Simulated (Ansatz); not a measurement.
InPt₃ (Cu3Au type, space group No. 221) at seven volumes, r²SCAN in the plane-wave PAW code Ansatz, scaled uniformly. One row is withheld.

```
V (Å³/atom)  P (GPa)
-----------  -------
14.715         26.58
15.201             ?
15.686          7.23
16.171          0.00
16.656         -5.95
17.141        -10.86
17.626        -14.90
```

Question: Fit the shown pressures and predict the withheld one.

Answer: Third-order Birch–Murnaghan: P = (3/2)B₀(x^(7/2) − x^(5/2))[1 + (3/4)(B′ − 4)(x − 1)] with x = (V₀/V)^(2/3). Least squares on the six rows gives V₀ = 16.171 Å³/atom, B₀ = 218.3 GPa, B′ = 5.40. At V = 15.201, x = 1.0421 and P = 15.96 GPa. The run itself gave 15.99 GPa.

Space group Pm-3m (Cu3Au type). The workflow started from an entry of the Crystallography Open Database (COD). Whether it is the stable phase at ambient conditions was not checked. The cell was relaxed with r²SCAN under the symmetry of its start; whether a distortion lowers the energy is not shown. No spin polarisation was allowed. Scalar-relativistic: spin–orbit coupling is off unless named, which matters more the heavier the elements.

Potentials: the later of the program's two PAW sets.
